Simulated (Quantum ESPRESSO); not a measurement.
CsPbCl₃ is taken in the cubic space group Pm-3m (No. 221), the cubic perovskite structure, Pearson symbol cP5. Conventional cell: a = b = c = 5.622 Å, α = β = γ = 90.00°. Cl on 3c is coordinated by 2 Pb at 2.811 Å and 4 Cs at 3.976 Å (octahedral). Cs on 1a has 12 Cl at 3.976 Å (cuboctahedral). Pb on 1b is surrounded by 6 Cl at 2.811 Å (octahedral). (Neighbours: up to the widest gap in distance over summed covalent radii, below 1.35, at either atom; cation-cation contacts left out.)

Cell and atoms were relaxed with PBEsol from Materials Project entry mp-23037, within its symmetry.

Q: What does norm-conserving PBE (stringent potentials; Quantum ESPRESSO, 88 Ry, no spin-orbit coupling) give for the electronic structure near the Fermi level?

A: The PBE gap is direct, 1.99 eV at R. Spin-orbit coupling is left out; with 6p states at a band edge it can lower the gap by many tenths of an eV, most of a small gap. The cell is held in this high symmetry; tilts and polar distortions were not searched.
